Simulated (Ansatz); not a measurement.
Cell and atoms are relaxed with the symmetry kept. Start:

```cif
data_structure
_symmetry_space_group_name_H-M 'P 1'
_symmetry_Int_Tables_number 1
_cell_length_a 2.8107
_cell_length_b 2.8107
_cell_length_c 3.6850
_cell_angle_alpha 90.000
_cell_angle_beta 90.000
_cell_angle_gamma 90.000
_cell_volume 29.11
loop_
_atom_site_label
_atom_site_type_symbol
_atom_site_fract_x
_atom_site_fract_y
_atom_site_fract_z
_atom_site_occupancy
Cu1 Cu 0.50000 0.50000 0.50000 1
Au1 Au 0.00000 0.00000 0.00000 1
```

These are results of DFT PBE, scalar-relativistic, plane waves, PAW in Ansatz 0.2.0, not measurements.

Settings: cutoff 420 eV, Γ-centred mesh 14×14×12 on the computed 2-atom cell, Gaussian smearing of 0.10 eV; no spin polarisation.

**Question.** What does it relax to?

**Answer.** The volume goes up by 0.45 Å³/atom to 15.00 Å³/atom, and the energy falls by 8.7 meV/atom. Final structure:
```cif
data_structure
_symmetry_space_group_name_H-M 'P4/mmm'
_symmetry_Int_Tables_number 123
_cell_length_a 2.8920
_cell_length_b 2.8920
_cell_length_c 3.5876
_cell_angle_alpha 90.000
_cell_angle_beta 90.000
_cell_angle_gamma 90.000
_cell_volume 30.01
loop_
_atom_site_label
_atom_site_type_symbol
_atom_site_symmetry_multiplicity
_atom_site_Wyckoff_symbol
_atom_site_fract_x
_atom_site_fract_y
_atom_site_fract_z
_atom_site_occupancy
Cu1 Cu 1 d 0.50000 0.50000 0.50000 1
Au1 Au 1 a 0.00000 0.00000 0.00000 1
```

Spin–orbit coupling is left out, which can shift energies with elements as heavy as these.

Cost: 1 run of about 0.99 core-minutes, on Arm Neoverse V1 (shared hosts).